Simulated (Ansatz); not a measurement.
Mg (hcp, Mg type)

```cif
data_Mg2
_chemical_formula_sum 'Mg2'
_space_group_name_H-M_alt 'P63/mmc'
_space_group_IT_number 194
_space_group_name_Hall '-P 6c 2c'
_cell_length_a 3.18616
_cell_length_b 3.18616
_cell_length_c 5.22349
_cell_angle_alpha 90.000
_cell_angle_beta 90.000
_cell_angle_gamma 120.000
loop_
_atom_site_label
_atom_site_type_symbol
_atom_site_symmetry_multiplicity
_atom_site_Wyckoff_symbol
_atom_site_fract_x
_atom_site_fract_y
_atom_site_fract_z
_atom_site_occupancy
Mg1 Mg 2 d 0.66667 0.33333 0.25000 1
```

Two coordinates are scanned: the volume, and the ratio of the stretch along z (the conventional c axis) to the stretch across it. Atoms keep their fractional coordinates.

The numbers are results of PBE (plane waves to 420 eV, PAW, scalar-relativistic; Ansatz, a program for electronic structure), not measurements. k mesh 17×17×9 (Γ-centred), Fermi-Dirac smearing 0.05 eV. Compression counts positive. With partly filled bands, the response to shear is sensitive to the k mesh, so small differences along c/a are uncertain. Mg was relaxed with its symmetry unable to fall. The PAW data are Ansatz's earlier set. 

Q: Predict the σzz (GPa) at all points of the grid V/V₀ = 0.960, 0.980, 1.000, 1.020, 1.040 by (c/a)/(c/a)₀ = 0.960, 0.980, 1.000, 1.020, 1.040.

A: σzz (GPa), with V/V₀ across and (c/a)/(c/a)₀ down:

```csv
(c/a)/(c/a)₀ \ V/V₀,0.960,0.980,1.000,1.020,1.040
0.960,2.8,1.9,1.1,0.3,-0.3
0.980,2.2,1.3,0.6,-0.1,-0.8
1.000,1.5,0.7,0.0,-0.7,-1.3
1.020,0.8,0.0,-0.7,-1.3,-1.9
1.040,0.0,-0.7,-1.4,-1.9,-2.5
```

(A scan under strain: stresses follow from slopes of the energy per volume, elastic moduli from its curvatures.)
